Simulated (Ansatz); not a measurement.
Geometry optimisation in Ansatz: input, command and trajectory.

```yaml
crystal:
  lattice:
    - [-1.9575, 1.9575, 5.625]
    - [1.9575, -1.9575, 5.625]
    - [1.9575, 1.9575, -5.625]
  atoms:
    - { symbol: Ba, position: [0.0, 0.0, 0.0] }
    - { symbol: B, position: [0.319, 0.319, 0.0] }
    - { symbol: B, position: [0.681, 0.681, 0.0] }
    - { symbol: Rh, position: [0.75, 0.25, 0.5] }
    - { symbol: Rh, position: [0.25, 0.75, 0.5] }
basis:
  ecutwfc: 500
kpoints:
  mp_grid: { grid: [12, 12, 12] }
hamiltonian:
  xc: r2scan
scf:
  occupations: { method: gaussian, width: 0.1 }
output:
  forces: true
  stress: true
  eigenvalues: true
relax:
  adjacent_minimum: "off"
  f_tol: 0.01
  max_steps: 40
```

```bash
ansatz run input.yaml --threads 1 --pin off --max-ram 2560MiB --backend cpu --events-out ev --progress --plain --runs-dir out
```

Theory: DFT r2SCAN, scalar-relativistic, plane waves, PAW (Ansatz 0.2.0).

Of 3 frames 3 are shown, positions in Å and forces in eV/Å; the SCF threshold varies from step to step.

```xyz
5
Lattice="-1.9575 1.9575 5.6250 1.9575 -1.9575 5.6250 1.9575 1.9575 -5.6250" Properties=species:S:1:pos:R:3:forces:R:3 pbc="T T T" step=1 free_energy_over_end_meV_per_atom=0.26
Ba    0.0000    0.0000    0.0000    0.0000    0.0000    0.0000
B     0.0000    0.0000    3.5888    0.0000    0.0000   -0.1157
B     0.0000    0.0000    7.6612    0.0000    0.0000    0.1157
Rh    0.0000    1.9575    2.8125    0.0000    0.0000    0.0000
Rh    1.9575    0.0000    2.8125    0.0000    0.0000    0.0000
5
Lattice="-1.9575 1.9575 5.6250 1.9575 -1.9575 5.6250 1.9575 1.9575 -5.6250" Properties=species:S:1:pos:R:3:forces:R:3 pbc="T T T" step=2 free_energy_over_end_meV_per_atom=0.01
Ba    0.0000    0.0000    0.0000    0.0000    0.0000    0.0000
B     0.0000    0.0000    3.5793    0.0000    0.0000   -0.0174
B     0.0000    0.0000    7.6707    0.0000    0.0000    0.0174
Rh    0.0000    1.9575    2.8125    0.0000    0.0000    0.0000
Rh    1.9575    0.0000    2.8125    0.0000    0.0000    0.0000
5
Lattice="-1.9575 1.9575 5.6250 1.9575 -1.9575 5.6250 1.9575 1.9575 -5.6250" Properties=species:S:1:pos:R:3:forces:R:3 pbc="T T T" step=3 free_energy_over_end_meV_per_atom=0.00
Ba    0.0000    0.0000    0.0000    0.0000    0.0000    0.0000
B     0.0000    0.0000    3.5776    0.0000    0.0000    0.0000
B     0.0000    0.0000    7.6724    0.0000    0.0000    0.0000
Rh    0.0000    1.9575    2.8125    0.0000    0.0000    0.0000
Rh    1.9575    0.0000    2.8125    0.0000    0.0000    0.0000
```

It took 52 s on 1 thread of AMD EPYC 9R45 96-Core Processor (Zen 5), on a shared host, peak memory 0.91 GiB.